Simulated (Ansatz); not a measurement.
Zr$_{3}$Si$_{2}$ in space group P4/mbm (No. 127; Zr on 4h, Zr on 2a, Si on 4g) at seven volumes, r²SCAN (plane waves, PAW; program Ansatz), shape and atoms relaxed at each. One row is withheld.

| V (Å³/atom) | P (GPa) |
|---|---|
| 17.039 | 15.26 |
| 17.600 | 9.35 |
| 18.162 | 4.31 |
| 18.724 | 0.00 |
| 19.285 | -3.77 |
| 19.847 | -7.08 |
| 20.409 | ? |

Fit the shown pressures and predict the withheld one.

P = (3/2)B₀(x^(7/2) − x^(5/2))[1 + (3/4)(B′ − 4)(x − 1)] with x = (V₀/V)^(2/3). Least squares on the six rows gives V₀ = 18.719 Å³/atom, B₀ = 135 GPa, B′ = 3.87. At V = 20.409, x = 0.9440 and P = -9.87 GPa. The run itself gave -9.94 GPa.

The first step of the workflow began from a Materials Project structure, measured or hypothetical; the Crystallography Open Database copy checked does not list it. Its standing as an ambient phase is unchecked. The r²SCAN relaxation kept the symmetry of its start; whether a distortion lowers the energy is not shown. The run is not spin-polarised.

Potentials: the later of the program's two PAW sets.
